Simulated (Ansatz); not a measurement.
ZrTa in space group Pmma (No. 51; Ta on 2e, Zr on 2f) at seven volumes, DFT-PBEsol in the program Ansatz with PAW potentials, shape and atoms relaxed at each. One row is withheld.

```tsv
V (Å³/atom)	P (GPa)
18.109	14.29
18.706	8.92
19.303	4.17
19.900	0.00
20.497	-3.63
21.094	-6.69
21.691	?
```

Fit the shown pressures and predict the withheld one.

Third-order Birch–Murnaghan: P = (3/2)B₀(x^(7/2) − x^(5/2))[1 + (3/4)(B′ − 4)(x − 1)] with x = (V₀/V)^(2/3). Least squares on the six rows gives V₀ = 19.904 Å³/atom, B₀ = 128.4 GPa, B′ = 3.52. At V = 21.691, x = 0.9443 and P = -9.48 GPa. The run itself gave -9.25 GPa.

The start of the workflow was typed in or built on a structure type; neither database checked (COD, Materials Project) lists it. Its standing as an ambient phase is unchecked. Symmetry was held in the PBEsol relaxation; its stability against distortions is not shown here. No spin polarisation was allowed. Its formation energy is positive at this level, so the cell may be metastable or incomplete. Scalar-relativistic: spin–orbit coupling is off unless named, which matters more the heavier the elements.

Potentials: the earlier of the program's two PAW sets. The files were generated under PBE; for other functionals the program regenerates the frozen cores, and for LDA and PBEsol the local potential too.
